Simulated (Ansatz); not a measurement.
Ansatz 0.2.0, relaxation: YbPO4

input.yaml:

```yaml
crystal:
  lattice:
    - [0.0, 4.523092, 0.0]
    - [4.523092, 0.0, 0.0]
    - [2.261546, 2.261546, -5.212987]
  atoms:
    - { symbol: P, position: [0.375, 0.125, 0.75] }
    - { symbol: P, position: [0.625, 0.875, 0.25] }
    - { symbol: O, position: [0.1554, 0.8286, 0.84] }
    - { symbol: O, position: [0.3286, 0.0046, 0.34] }
    - { symbol: O, position: [0.5046, 0.3314, 0.84] }
    - { symbol: O, position: [0.8314, 0.6554, 0.34] }
    - { symbol: O, position: [0.8446, 0.1714, 0.16] }
    - { symbol: O, position: [0.6714, 0.9954, 0.66] }
    - { symbol: O, position: [0.4954, 0.6686, 0.16] }
    - { symbol: O, position: [0.1686, 0.3446, 0.66] }
    - { symbol: Yb, position: [0.875, 0.625, 0.75] }
    - { symbol: Yb, position: [0.125, 0.375, 0.25] }
kpoints:
  mp_grid: { grid: [4, 4, 4], shift: [0, 0, 0] }
magnetization:
  spin_polarized: false
scf:
  occupations: { method: fermi_dirac }
  lower_state_search: "off"
hamiltonian:
  pseudopotentials: { kind: paw }
  xc: r2scan
basis:
  ecutwfc: 500
  fft_grid_basis: typed
relax:
  max_steps: 60
  cell: { p_target: 0.0 }
output:
  forces: true
  stress: true
  eigenvalues: true
  bader: true
  populations: true
  elf: true
  write_potential: true
  volumetric_format: npy
  dos:
    e_range: [-12, 8]
    de: 0.05
    projected: { site_lists: { O: [O], P: [P], Yb: [Yb] } }
checkpoint:
  read: saved_state
```

Launch command:

```bash
ansatz run input.yaml --threads 2 --pin off --max-ram 3584MiB --backend cpu --events-out ev --progress --plain --runs-dir out
```

Origin of the cell: a database entry, scaled a little.

The smearing width isn't typed, so it takes its default of 0.1 eV.

The saved state is a converged single point of the same cell.

Steps («new basis» is an SCF on plane waves selected anew at the same cell):

```json
{"step": "1", "ΔF (meV/atom)": "0.0", "max force component (eV/Å)": "5.672", "P (GPa)": "90.84", "volume (Å³)": "106.65", "SCF iterations": "9", "step was": "accepted"}
{"step": "2", "ΔF (meV/atom)": "-582.9", "max force component (eV/Å)": "3.666", "P (GPa)": "34.10", "volume (Å³)": "120.59", "SCF iterations": "19", "step was": "accepted"}
{"step": "3", "ΔF (meV/atom)": "-851.9", "max force component (eV/Å)": "1.773", "P (GPa)": "4.07", "volume (Å³)": "130.58", "SCF iterations": "13", "step was": "accepted"}
{"step": "4", "ΔF (meV/atom)": "-991.2", "max force component (eV/Å)": "0.621", "P (GPa)": "1.62", "volume (Å³)": "128.70", "SCF iterations": "18", "step was": "accepted"}
{"step": "5", "ΔF (meV/atom)": "-1004.0", "max force component (eV/Å)": "0.228", "P (GPa)": "2.93", "volume (Å³)": "125.81", "SCF iterations": "13", "step was": "accepted"}
{"step": "6", "ΔF (meV/atom)": "-1009.4", "max force component (eV/Å)": "0.040", "P (GPa)": "0.55", "volume (Å³)": "127.52", "SCF iterations": "9", "step was": "accepted"}
{"step": "7", "ΔF (meV/atom)": "-1009.1", "max force component (eV/Å)": "0.169", "P (GPa)": "0.55", "volume (Å³)": "128.36", "SCF iterations": "13", "step was": "rejected"}
{"step": "8", "ΔF (meV/atom)": "-1009.5", "max force component (eV/Å)": "0.010", "P (GPa)": "0.20", "volume (Å³)": "127.90", "SCF iterations": "19", "step was": "accepted"}
{"step": "9", "ΔF (meV/atom)": "-1009.6", "max force component (eV/Å)": "0.001", "P (GPa)": "0.00", "volume (Å³)": "128.08", "SCF iterations": "8", "step was": "accepted"}
{"step": "10", "ΔF (meV/atom)": "-1010.6", "max force component (eV/Å)": "0.001", "P (GPa)": "0.05", "volume (Å³)": "128.08", "SCF iterations": "12", "step was": "new basis"}
{"step": "11", "ΔF (meV/atom)": "-1010.6", "max force component (eV/Å)": "0.000", "P (GPa)": "0.00", "volume (Å³)": "128.11", "SCF iterations": "8", "step was": "accepted"}
{"step": "12", "ΔF (meV/atom)": "-1010.6", "max force component (eV/Å)": "0.000", "P (GPa)": "0.00", "volume (Å³)": "128.11", "SCF iterations": "7", "step was": "new basis"}
```

The starting structure.

Space group I4_1/a (No. 88); the run's cell has a = 4.523 Å, b = 4.523 Å, c = 6.116 Å, α = 68.30°, β = 68.30°, γ = 90.00°. Shortest distances: O–P 1.46 Å, O–Yb 1.91 Å, O–O 2.17 Å, P–Yb 3.20 Å, P–P 3.45 Å, Yb–Yb 3.45 Å.

After:

Space group I4_1/a (No. 88); the run's cell has a = 4.808 Å, b = 4.808 Å, c = 6.502 Å, α = 68.30°, β = 68.30°, γ = 90.00°. Shortest distances: O–P 1.55 Å, O–Yb 2.34 Å, O–O 2.48 Å, P–Yb 3.40 Å.

```yaml
crystal:
  lattice:
    - [0.00000, 4.80757, 0.00000]
    - [4.80757, 0.00000, 0.00000]
    - [2.40378, 2.40378, -5.54303]
  atoms:
    - { symbol: P, position: [0.37500, 0.12500, 0.75000] }
    - { symbol: P, position: [0.62500, 0.87500, 0.25000] }
    - { symbol: O, position: [0.17577, 0.80895, 0.89859] }
    - { symbol: O, position: [0.30895, 0.92565, 0.39859] }
    - { symbol: O, position: [0.42565, 0.29246, 0.89859] }
    - { symbol: O, position: [0.79246, 0.67577, 0.39859] }
    - { symbol: O, position: [0.82423, 0.19105, 0.10141] }
    - { symbol: O, position: [0.69105, 0.07435, 0.60141] }
    - { symbol: O, position: [0.57435, 0.70754, 0.10141] }
    - { symbol: O, position: [0.20754, 0.32423, 0.60141] }
    - { symbol: Yb, position: [0.87500, 0.62500, 0.75000] }
    - { symbol: Yb, position: [0.12500, 0.37500, 0.25000] }
```

| Property | Result |
| --- | --- |
| Free energy lowered by | 1010.6 meV/atom |
| Volume change | 20.13 % |
| Final pressure | 0.00 GPa |
| Relaxation steps listed | 12 |

Caveats: f shells without a U or exact exchange are poorly placed; no spin polarisation, so a magnetic state may lie lower; no spin-orbit coupling, though heavy elements are present; the database entry stands far from equilibrium and may be faulty; the k mesh is coarse if the cell is a metal; the relaxation held the start's symmetry, so the end may be a saddle point.

It ran for 260 s of wall time on 2 CPU thread(s) of a shared host, from a saved density.
